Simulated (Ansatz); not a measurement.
CaF2:
```cif
data_Ca2F4
_chemical_formula_sum 'Ca2 F4'
_space_group_name_H-M_alt 'Pmc21'
_space_group_IT_number 26
_space_group_name_Hall 'P 2c -2'
_cell_length_a 3.47263
_cell_length_b 4.12562
_cell_length_c 5.89515
_cell_angle_alpha 90.000
_cell_angle_beta 90.000
_cell_angle_gamma 90.000
loop_
_space_group_symop_operation_xyz
  'x, y, z'
  '-x, -y, z+1/2'
  '-x, y, z'
  'x, -y, z+1/2'
loop_
_atom_site_label
_atom_site_type_symbol
_atom_site_symmetry_multiplicity
_atom_site_Wyckoff_symbol
_atom_site_fract_x
_atom_site_fract_y
_atom_site_fract_z
_atom_site_occupancy
Ca1 Ca 2 a 0.00000 0.14442 0.70228 1
F1 F 2 b 0.50000 0.08983 0.97977 1
F2 F 2 a 0.00000 0.36708 0.35095 1
```

Relaxed with r²SCAN.

Q: Tabulate the valence density and the electron localisation function along the shortest Ca–Ca contact (3.18 Å), plane-wave PAW r²SCAN (Ansatz code).

A: 

```csv
distance from Ca (Å),density (e/Å³),ELF
0.32,5.68,0.82
0.48,4.10,0.86
0.64,2.38,0.85
0.79,1.11,0.78
0.95,0.45,0.53
1.11,0.18,0.14
1.27,0.09,0.03
1.43,0.06,0.01
1.59,0.05,0.01
1.75,0.06,0.01
1.91,0.09,0.03
2.07,0.18,0.15
2.23,0.46,0.55
2.38,1.13,0.80
2.54,2.40,0.86
2.70,4.13,0.87
2.86,5.70,0.83
```

The density is the valence pseudo-density with augmentation charge, so density and ELF within about 1 Å of a nucleus are not all-electron values.

Space group Pmc2_1. The first step of the workflow began from a Materials Project structure, measured or hypothetical; the Crystallography Open Database copy checked does not list it. It is not the phase usual at ambient conditions (space group No. 225). The r²SCAN relaxation kept the symmetry of its start; whether a distortion lowers the energy is not shown.

Potentials: the later of the program's two PAW sets.
